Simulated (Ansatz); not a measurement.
Input:

SiMo₃:
```cif
data_Mo6Si2
_chemical_formula_sum 'Mo6 Si2'
_space_group_name_H-M_alt 'P 1'
_space_group_IT_number 1
_cell_length_a 4.83265
_cell_length_b 4.83265
_cell_length_c 4.83265
_cell_angle_alpha 90.000
_cell_angle_beta 90.000
_cell_angle_gamma 90.000
loop_
_space_group_symop_operation_xyz
  'x, y, z'
loop_
_atom_site_label
_atom_site_type_symbol
_atom_site_fract_x
_atom_site_fract_y
_atom_site_fract_z
_atom_site_occupancy
Mo1 Mo 0.25000 0.00000 0.50000 1
Mo2 Mo 0.50000 0.75000 0.00000 1
Mo3 Mo 0.75000 0.00000 0.50000 1
Mo4 Mo 0.50000 0.25000 0.00000 1
Mo5 Mo 0.00000 0.50000 0.75000 1
Mo6 Mo 0.00000 0.50000 0.25000 1
Si1 Si 0.00000 0.00000 0.00000 1
Si2 Si 0.50000 0.50000 0.50000 1
```

This is the LDA-relaxed structure.

Q: All from plane-wave PAW LDA (Ansatz code), unless another level is named. Give the Poisson's ratio.

A: 0.28.

Q: What about the elastic constants (relaxed ions, GPa)?

A: C11 = 520, C12 = 159, C44 = 122.

Space group Pm-3n (A15 (Cr3Si type)). The LDA relaxation kept the symmetry of its start; of distortions, only those at the zone centre were tested. No spin polarisation was allowed. As this level gives no gap, shear constants depend on the k-mesh and smearing (Fermi–Dirac, 0.1 eV here).

Potentials: the later of the program's two PAW sets.
